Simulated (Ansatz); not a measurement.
The cell below belongs to a search over invented structures; it isn't taken from experiment.

Input and command of a plane-wave DFT calculation in Ansatz:

```yaml
crystal:
  lattice:
    - [4.69480041, 0.0, 0.0]
    - [0.0, 4.69480041, 0.0]
    - [0.0, 0.0, 6.68574524]
  atoms:
    - { symbol: V, position: [0.0, 0.5, 0.26791], spin: 2.0 }
    - { symbol: V, position: [0.5, 0.0, 0.73209], spin: 2.0 }
    - { symbol: Sb, position: [0.0, 0.0, 0.5] }
    - { symbol: As, position: [0.5, 0.5, 0.0] }
    - { symbol: As, position: [0.0, 0.0, 0.0] }
    - { symbol: As, position: [0.5, 0.5, 0.5] }
basis:
  ecutwfc: 420
kpoints:
  mp_grid: { grid: [4, 4, 3] }
hamiltonian:
  xc: pbe
scf:
  occupations: { method: gaussian, width: 0.2 }
  lower_state_search: "off"
output:
  forces: true
  stress: true
  eigenvalues: true
  populations: true
magnetization:
  spin_polarized: true
relax:
  adjacent_minimum: "off"
  f_tol: 0.08
  max_steps: 16
  cell: { stress_tol: 0.8 }
```

```bash
ansatz run input.yaml --threads 1 --pin off --max-ram 2560MiB --backend cpu --events-out ev --progress --plain --runs-dir out
```

Processor: Intel(R) Xeon(R) Processor @ 2.50GHz (Skylake/Cascade Lake), 1 thread, on a host shared with other jobs.

Estimate time, memory and problem size.

About 7.6 min, peak memory 0.52 GiB. It solves 54 bands at 12 k points (after reduction by symmetry) with about 2403 plane waves (on the last cell), in 103 SCF iterations over 10 ionic steps.
